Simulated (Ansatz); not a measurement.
WC:
```
CELL_PARAMETERS angstrom
      2.71565     0.00000     0.00000
      0.00000     2.71565     0.00000
      0.00000     0.00000     2.71565
ATOMIC_POSITIONS crystal
  W  0.00000 0.00000 0.00000
  C  0.50000 0.50000 0.50000
```

Relaxed with r²SCAN. Special points in fractions of this cell's reciprocal vectors: Γ (0.000, 0.000, 0.000); X (0.000, 0.500, 0.000); M (0.500, 0.500, 0.000); R (0.500, 0.500, 0.500).

Question: List the band energies nearest the Fermi level at these points for r²SCAN (plane waves, PAW; program Ansatz).

Answer: In eV from the Fermi level; about four levels below and three above (degenerate sets whole), none deeper than 8.9 eV; points with the same levels are listed once.

```
k                    below                     above
-  -----------------------  ------------------------
Γ              -5.48 -5.48            0.06 0.06 0.06
X        -4.33 -3.53 -3.53       3.66 4.67 7.45 7.45
M        -4.73 -4.73 -4.35            0.08 0.08 1.29
R  -8.86 -8.70 -8.70 -8.70  6.00 6.00 8.12 8.12 8.12
```

Space group Pm-3m (CsCl type). The cell is a constructed one: a structure type filled with these elements; neither database checked (COD, Materials Project) lists it. It is not the phase usual at ambient conditions (space group No. 187). The cell was relaxed with r²SCAN under the symmetry of its start; its stability against distortions is not shown here. The run is not spin-polarised. Spin–orbit coupling is left out wherever it is not named.

Potentials: the later of the program's two PAW sets.
